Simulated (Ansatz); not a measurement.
A geometry of Ta away from equilibrium: step 2 of the relaxation of a relaxed Ta cell, doubled along one cell vector, shaken by Gaussian noise of σ = 0.08 Å a coordinate. These are PBEsol (plane waves to 420 eV, PAW, scalar-relativistic; Ansatz, a first-principles code) values and carry that method's errors. Γ-centred k-mesh 13×13×4 on the run's cell (coarser than for final values), Fermi–Dirac smearing 0.05 eV.

```xyz
4
Lattice="1.3757 -2.7301 0.0220 1.3302 2.7075 -0.0271 -0.0187 -0.0888 9.7241" Properties=species:S:1:pos:R:3:forces:R:3 pbc="T T T" free_energy=-39228.593 pressure_GPa=3.5
Ta     1.2385    -2.1102     1.3213   -0.5995    0.0444   -1.7285
Ta     1.3576    -2.1082     6.1600   -0.4615   -0.0151   -1.6200
Ta     1.4126     1.8557     3.5666    0.5431    0.0513    1.4582
Ta     1.4504     1.8665     8.3961    0.5179   -0.0806    1.8903
```

Positions in Å, forces in eV/Å, free energy of the cell in eV (comparable only within this code, potentials and settings). Largest force: 1.96 eV/Å, on Ta4 (atoms numbered as listed); the geometry lies 0.26 eV/atom above the end of its relaxation.

No spin polarisation in the result.

Of the parent cell (Cmcm (No. 63)): it is a generated cell of Ta: the first start was made by placing the elements on the sites of a structure type, and the end was not matched to a known phase here, so it may be hypothetical. Known forms of Ta include space group No. 229.
